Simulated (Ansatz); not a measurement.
GaAs in space group P4_2/mnm (No. 136; Ga on 4g, As on 4f) at seven volumes, plane-wave PAW PBEsol (Ansatz code), shape and atoms relaxed at each. One row is withheld.

| V (Å³/atom) | P (GPa) |
|---|---|
| 21.781 | 7.34 |
| 22.499 | 4.48 |
| 23.217 | ? |
| 23.935 | 0.00 |
| 24.653 | -1.74 |
| 25.371 | -3.22 |
| 26.089 | -4.37 |

### Question
Fit the shown pressures and predict the withheld one.

### Answer
P = (3/2)B₀(x^(7/2) − x^(5/2))[1 + (3/4)(B′ − 4)(x − 1)] with x = (V₀/V)^(2/3). Least squares on the six rows gives V₀ = 23.931 Å³/atom, B₀ = 62.5 GPa, B′ = 4.74. At V = 23.217, x = 1.0204 and P = 2.03 GPa. The run itself gave 2.04 GPa.

The start of the workflow was typed in or built on a structure type; neither database checked (COD, Materials Project) lists it. It is not the phase usual at ambient conditions (space group No. 216). The PBEsol relaxation kept the symmetry of its start; of distortions, only those at the zone centre were tested. The volume moved by 16 % from the start of the relaxation.

Potentials: the later of the program's two PAW sets.
